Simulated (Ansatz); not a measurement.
MgS2:
Space group C2/m (No. 12); a = 6.5143 Å, b = 4.1106 Å, c = 5.0129 Å, α = γ = 90.00°, β = 115.99°

| atom | site | symmetry | x | y | z |
|---|---|---|---|---|---|
| Mg | 2d | 2/m | 0.0000 | 0.5000 | 0.5000 |
| S | 4i | m | 0.0579 | 0.0000 | 0.2309 |
(The calculation used a cell of 3 atoms; values per cell refer to that cell.)

Relaxed with PBEsol. The program Ansatz at the PBEsol level (PAW) gives a gap of 0.83 eV.

Problem. What gap does HSE06 give on the same cell (Ansatz, PAW)?

Solution. 1.96 eV, 1.13 eV more. The hybrid was solved on a coarser mesh and at special points; its gap is the smallest among all of these.

```csv
k,v1 PBEsol,c1 PBEsol,v1 HSE06,c1 HSE06
Γ,-0.98,2.78,-1.08,3.95
Y2,-0.39,2.42,…,…
A,0.00,0.83,0.00,1.96
M2,-1.78,1.49,…,…
V2,-1.41,2.68,-1.53,3.90
L2,-0.15,1.37,…,…
C,-1.24,2.91,…,…
D,-1.25,1.66,-1.34,2.80
```

Problem. Top valence (v1) and lowest conduction level (c1) in eV from each method's valence maximum (which need not be a listed point): supply the withheld HSE06 values.

Solution. 
- L2, v1 HSE06: -0.18
- L2, c1 HSE06: 2.52
- M2, v1 HSE06: -1.90
- M2, c1 HSE06: 2.62
- Y2, v1 HSE06: -0.47
- Y2, c1 HSE06: 3.63
- C, v1 HSE06: -1.33
- C, c1 HSE06: 4.13

Cost on shared cores: the PBEsol run (SCF on a 8×8×6 mesh, then bands and DOS) very roughly 40 core-seconds, the HSE06 run (SCF on 6×6×5, then a few points) roughly 5 core-minutes; the tasks are unlike.

The first step of the workflow began from a Materials Project structure, measured or hypothetical; the Crystallography Open Database copy checked does not list it. Its standing as an ambient phase is unchecked. Symmetry was held in the PBEsol relaxation; its stability against distortions is not shown here.

Potentials: the later of the program's two PAW sets.
